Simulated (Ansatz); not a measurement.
Relaxed BP (zinc blende):

```
BP
1.0
    0.00000     4.53657     4.53657
    2.26828     2.26828     4.53657
    2.26828     2.26828     0.00000
P B
2 2
Cartesian
  3.40243   7.93900   7.93900
  3.40243   5.67071   5.67071
  0.00000   0.00000   0.00000
  2.26828   4.53657   6.80485
```

The atoms are displaced by Q × the pattern below (from a DFPT mode at X = (0.5, 0.5, 0.0), largest move 1; Q in Å), at fixed cell. (q is in reciprocal vectors of the primitive cell; the cell shown is doubled to hold the pattern.)

```csv
atom,x,y,z
P1,0.000,0.000,-1.000
P2,0.000,0.000,1.000
```

Atoms not listed stay in place.

These are r2SCAN (plane waves to 500 eV, PAW, scalar-relativistic; Ansatz, an electronic-structure program) values and carry that method's errors. k mesh 12×12×12 (Γ-centred), Fermi-Dirac smearing 0.05 eV. Energies are smeared free energies. BP was relaxed with its symmetry unable to fall. ΔE is measured from the undisplaced structure.

```tsv
Q (Å)	ΔE (eV/cell)
-0.180	1.064
-0.120	0.477
-0.060	0.120
0.000	0.000
0.060	0.120
0.120	0.477
0.180	1.064
```

Q: Which DFPT wavenumber at X = (0.5, 0.5, 0.0) belongs to this mode?
(A) 800 cm⁻¹
(B) 326 cm⁻¹
(C) 541 cm⁻¹
(D) 714 cm⁻¹

A: C, 541 cm⁻¹. The curvature of the scan gives 541 cm⁻¹

(For displaced atoms, the force is minus the slope of the energy, and its curvature is a force constant, which sets phonon frequencies.)
